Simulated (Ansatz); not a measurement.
## Compressing Li$_{2}$Pd: a fit and a missing row

Li$_{2}$Pd, P6/mmm, a = 4.201 Å, c = 2.662 Å. The structure is a COD entry; whether it is the stable form wasn't checked. Ansatz: PBEsol, PAW, 420 eV, Γ-centred 12×12×16 mesh on 3 atoms, Gaussian smearing 0.10 eV; no spin polarisation. Shape and atoms are relaxed at each volume; pressure is positive in compression.

| V (Å³/atom) | P (GPa) |
| --- | --- |
| 11.932 | ? |
| 12.339 | 6.15 |
| 12.746 | 3.77 |
| 13.153 | 1.73 |
| 13.560 | 0.00 |
| 13.966 | -1.48 |
| 14.373 | -2.77 |
| 14.916 | -4.19 |

Take V0 = 13.560 Å³/atom, fit the third-order Birch–Murnaghan form to the other rows, and predict the missing pressure.

With the Eulerian strain f = ½[(V0/V)^(2/3) − 1] and y = P/[3f(1 + 2f)^(5/2)], the form is the line y = B0 + 1.5 B0 (B0′ − 4) f. Rows (f, y): 0.03246, 54.0; 0.02107, 53.8; 0.01026, 53.4; -0.00974, 53.2; -0.01904, 53.4; -0.03078, 53.2. Means f = 0.0007050, y = 53.500; Σ(Δf)² = 0.003005, ΣΔfΔy = 0.03558; the slope is their ratio. y = 53.49 + 11.84 f GPa, so B0 = 53.5 GPa and B0′ = 4 + 2 × (11.84)/(3 × 53.49) = 4.15. At V = 11.932, f = 0.04450, y = 54.02 and P = 8.92 GPa. The run gave 8.92 GPa, the same to the digits shown.